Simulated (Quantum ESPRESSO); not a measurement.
Space group I4/mmm (No. 139); a = b = 5.195 Å, c = 6.617 Å, α = β = γ = 90.00°

```csv
atom,site,symmetry,x,y,z
H,8h,m.2m,0.2239,0.2239,0.0000
Na,4d,-4m2,0.0000,0.5000,0.2500
Pt,2a,4/mmm,0.0000,0.0000,0.0000
```
(The calculation used a cell of 7 atoms; values per cell refer to that cell.)

The geometry is that of Materials Project entry mp-697096, symmetrised and not relaxed again.

### Question
What does norm-conserving LDA (Quantum ESPRESSO, 88 Ry, scalar-relativistic) give for the electronic structure near the Fermi level?

### Answer
The LDA gap is indirect, 1.97 eV, from Y to Z; the smallest direct gap is 2.02 eV. Another valence extremum on the path lies within 0.02 eV, too close to call. Spin-orbit coupling is left out, which matters for elements this heavy: edges can move by tenths of an eV.
